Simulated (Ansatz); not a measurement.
ScPtN2:
Space group R-3m, hexagonal axes (No. 166); a = 3.1900 Å, b = 3.1900 Å, c = 17.9585 Å, α = 90.00°, β = 90.00°, γ = 120.00°

| atom | site | symmetry | x | y | z |
|---|---|---|---|---|---|
| Sc | 3b | -3m | 0.0000 | 0.0000 | 0.5000 |
| Pt | 3a | -3m | 0.0000 | 0.0000 | 0.0000 |
| N | 6c | 3m | 0.0000 | 0.0000 | 0.1042 |
(The calculation used a cell of 4 atoms; values per cell refer to that cell.)

Relaxed with PBEsol.

Q: Decompose the optical modes at the zone centre into irreducible representations, and say which are infrared and Raman allowed.

A: Point group -3m: Γ_opt = A1g + 2A2u + Eg + 2Eu. Infrared: A2u, Eu. Raman: A1g, Eg.

Q: Assign frequencies (DFPT, the program Ansatz at the PBEsol level (PAW)).

A: Eu 129, A2u 253, Eu 341, Eg 383, A2u 593, A1g 801 cm⁻¹.

The start of the workflow was typed in or built on a structure type; neither database checked (COD, Materials Project) lists it. Whether it is the stable phase at ambient conditions was not checked. Symmetry was held in the PBEsol relaxation; its stability against distortions is not shown here. No spin polarisation was allowed. With an odd number of electrons in the cell and no spin polarisation, the count alone makes it a metal. As this level gives no gap, phonon frequencies hold no LO–TO term and depend on the k-mesh and smearing (Fermi–Dirac, 0.1 eV here). Spin–orbit coupling is left out wherever it is not named.

Potentials: the later of the program's two PAW sets.
